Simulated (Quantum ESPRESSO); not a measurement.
## Band energies of BaPdS₂

```
BaPdS2
1.0
    3.41710    -5.39773     0.00000
    3.41710     5.39773     0.00000
    0.00000     0.00000     5.65901
S Pd Ba
4 2 2
Direct
  0.14116   0.32980   0.75000
  0.85884   0.67020   0.25000
  0.32980   0.14116   0.25000
  0.67020   0.85884   0.75000
  0.00000   0.00000   0.50000
  0.00000   0.00000   0.00000
  0.65145   0.34855   0.75000
  0.34855   0.65145   0.25000
```

PBEsol (pw.x of Quantum ESPRESSO, ONCV potentials, no spin-orbit coupling); path ΓXSRAZΓYX1A1TY,ZT; energies in eV from the valence-band maximum.

```csv
k (1/Å),point,band 36,band 37,band 38,band 39,band 40,band 41,band 42,band 43
0.00,Γ,-1.56,-0.88,-0.60,-0.49,0.00,0.25,1.59,2.31
0.43,,-1.85,-1.57,-1.04,-0.62,-0.09,0.84,1.14,2.87
0.64,X,-1.65,-1.57,-0.93,-0.78,-0.08,0.97,1.54,3.48
0.64,S,-1.85,-1.57,-1.19,-0.37,-0.10,0.88,1.19,2.95
0.92,,-1.34,-1.33,-1.29,-0.47,-0.46,0.46,1.38,3.02
1.20,R,-1.52,-1.05,-1.05,-0.67,-0.67,0.78,0.78,3.23
1.20,A,-1.55,-1.19,-1.19,-0.79,-0.79,0.92,0.92,3.79
1.84,Z,-1.41,-0.75,-0.75,-0.72,-0.72,1.63,1.63,1.73
2.40,Γ,-1.56,-0.88,-0.60,-0.49,0.00,0.25,1.59,2.31
2.69,,-1.56,-1.04,-0.87,-0.58,-0.01,0.56,2.27,2.49
2.98,Y,-1.56,-1.06,-1.05,-0.76,-0.03,0.92,2.55,3.32
2.98,X1,-1.65,-1.57,-0.93,-0.78,-0.08,0.97,1.54,3.48
3.26,,-1.52,-1.20,-1.08,-0.81,-0.43,0.70,1.51,3.42
3.54,A1,-1.55,-1.19,-1.19,-0.79,-0.79,0.92,0.92,3.79
3.67,,-1.50,-1.22,-1.22,-0.85,-0.85,1.17,1.17,3.54
3.81,T,-1.51,-1.18,-1.18,-0.88,-0.88,1.29,1.29,3.38
4.09,,-1.62,-0.99,-0.98,-0.93,-0.39,1.13,1.92,3.14
4.37,Y,-1.56,-1.06,-1.05,-0.76,-0.03,0.92,2.55,3.32
4.37,Z,-1.41,-0.75,-0.75,-0.72,-0.72,1.63,1.63,1.73
4.60,,-1.42,-0.95,-0.95,-0.83,-0.83,1.50,1.50,2.12
4.95,T,-1.51,-1.18,-1.18,-0.88,-0.88,1.29,1.29,3.38
```

The PBEsol gap is direct, 0.25 eV at Γ.

Spin-orbit splittings are left out.

Geometry of the Materials Project entry, not relaxed at this level.

The structure is a Materials Project entry; no match was found in the copy of COD used, and its stability was not checked.

Letters of k points follow the standard setting of the lattice, whose axes may be ordered differently from the printed cell.
